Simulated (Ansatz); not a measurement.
SrO (rock salt, Fm-3m) under volume change, plane-wave PAW LDA (Ansatz code), scaled uniformly.

```json
[
 {"V (Å³/atom)": "14.775", "E − E(relaxed) (meV/atom)": "50.9", "P (GPa)": "12.17"},
 {"V (Å³/atom)": "15.262", "E − E(relaxed) (meV/atom)": "21.3", "P (GPa)": "7.42"},
 {"V (Å³/atom)": "15.749", "E − E(relaxed) (meV/atom)": "5.0", "P (GPa)": "3.40"},
 {"V (Å³/atom)": "16.236", "E − E(relaxed) (meV/atom)": "0.0", "P (GPa)": "-0.01"},
 {"V (Å³/atom)": "16.723", "E − E(relaxed) (meV/atom)": "4.5", "P (GPa)": "-2.89"},
 {"V (Å³/atom)": "17.210", "E − E(relaxed) (meV/atom)": "17.2", "P (GPa)": "-5.33"},
 {"V (Å³/atom)": "17.697", "E − E(relaxed) (meV/atom)": "36.6", "P (GPa)": "-7.40"}
]
```

Problem. What does a third-order Birch–Murnaghan fit give for V₀, B₀ and B′?

Solution. V₀ = 16.24 Å³/atom, B₀ = 104 GPa, B′ = 4.5.

Symmetry was held in the LDA relaxation; phonons on a q-mesh show no instability.

Potentials: the later of the program's two PAW sets.
